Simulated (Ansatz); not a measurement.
Relax this structure to zero stress and force, keeping its symmetry:

```
CELL_PARAMETERS angstrom
-2.13657 2.13657 5.66798
2.13657 -2.13657 5.66798
2.13657 2.13657 -5.66798
ATOMIC_POSITIONS crystal
Na 0.00000 0.00000 0.00000
Ga 0.38929 0.38929 0.00000
Ga 0.61071 0.61071 0.00000
Ga 0.75000 0.25000 0.50000
Ga 0.25000 0.75000 0.50000
```

All numbers below come from DFT LDA, scalar-relativistic, plane waves, PAW in Ansatz 0.2.0.

Settings: cutoff 420 eV, Γ-centred mesh 12×12×12 on the computed 5-atom cell, Gaussian smearing of 0.10 eV; no spin polarisation.

Q: What does it relax to?

A: The volume falls by 1.99 Å³/atom to 18.71 Å³/atom, and the energy falls by 29.8 meV/atom. Final structure:
```yaml
crystal:
  lattice:
    - [-2.06192, 2.06192, 5.50164]
    - [2.06192, -2.06192, 5.50164]
    - [2.06192, 2.06192, -5.50164]
  atoms:
    - { symbol: Na, position: [0.00000, 0.00000, 0.00000] }
    - { symbol: Ga, position: [0.38962, 0.38962, 0.00000] }
    - { symbol: Ga, position: [0.61038, 0.61038, 0.00000] }
    - { symbol: Ga, position: [0.75000, 0.25000, 0.50000] }
    - { symbol: Ga, position: [0.25000, 0.75000, 0.50000] }
```